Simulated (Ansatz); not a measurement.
Data:

TiOs:
Space group Pm-3m (No. 221); a = 3.0396 Å, b = 3.0396 Å, c = 3.0396 Å, α = 90.00°, β = 90.00°, γ = 90.00°

```
atom  site  symmetry       x       y       z
----  ----  --------  ------  ------  ------
Ti      1b      m-3m  0.5000  0.5000  0.5000
Os      1a      m-3m  0.0000  0.0000  0.0000
```

This is the LDA-relaxed structure.

**Question.** All from LDA (plane waves, PAW; program Ansatz), unless another level is named. Predict the Hill bulk and shear moduli.

**Answer.** 280 and 145 GPa.

**Question.** Next, the highest zone-centre frequency?

**Answer.** 238 cm⁻¹.

The workflow started from a Materials Project entry (that database holds measured and hypothetical structures alike); the Crystallography Open Database files this formula in space group No. 221, but the cells were not matched. Whether it is the stable phase at ambient conditions was not checked. Symmetry was held in the LDA relaxation; of distortions, only those at the zone centre were tested. No spin polarisation was allowed. As this level gives no gap, shear constants depend on the k-mesh and smearing (Fermi–Dirac, 0.1 eV here). As this level gives no gap, phonon frequencies hold no LO–TO term and depend on the k-mesh and smearing (Fermi–Dirac, 0.1 eV here). Scalar-relativistic: spin–orbit coupling is off unless named, which matters more the heavier the elements.

Potentials: the later of the program's two PAW sets.
